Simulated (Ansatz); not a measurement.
VSi$_{2}$:
```xyz
9
Lattice="4.5656 0.0000 0.0000 -2.2828 3.9539 0.0000 0.0000 0.0000 6.3666" Properties=species:S:1:pos:R:3 pbc="T T T"
V      2.2828     0.0000     0.0000
V      1.1414     1.9770     2.1222
V     -1.1414     1.9770     4.2444
Si     0.0000     1.2873     0.0000
Si     3.4508     0.6437     2.1222
Si     1.1680     3.3103     4.2444
Si     2.2828     2.6666     0.0000
Si    -1.1680     3.3103     2.1222
Si     1.1148     0.6437     4.2444
```

Relaxed with PBE. Special points in fractions of this cell's reciprocal vectors: Γ (0.000, 0.000, 0.000); M (0.500, 0.000, 0.000); K (0.333, 0.333, 0.000); A (0.000, 0.000, 0.500); L (0.500, 0.000, 0.500); H (0.333, 0.333, 0.500).

### Question
List the band energies nearest the Fermi level at these points for plane-wave PAW PBE (Ansatz code).

### Answer
In eV from the Fermi level; about four levels below and three above (degenerate sets whole), none deeper than 8.9 eV; points with the same levels are listed once.

```csv
k,below,above
Γ,-2.13 -2.13 -1.81 -1.81 -1.72,0.36 2.07 2.41 2.41
M,-1.39 -0.71 -0.57 -0.12,0.04 0.41 1.03
K,-1.37 -1.37 -1.31 -1.31 -1.18,0.15 0.15 0.29
A,-1.98 -1.98 -1.86 -1.86 -1.58,0.54 0.54 2.06
L,-1.41 -1.29 -0.46 -0.07,0.81 1.25 1.71
H,-0.45 -0.45 -0.10 -0.10,0.52 1.28 1.80 1.80
```

Space group P6_222. Symmetry was held in the PBE relaxation. The workflow began spin-polarised and lost its moments.

Potentials: the later of the program's two PAW sets.
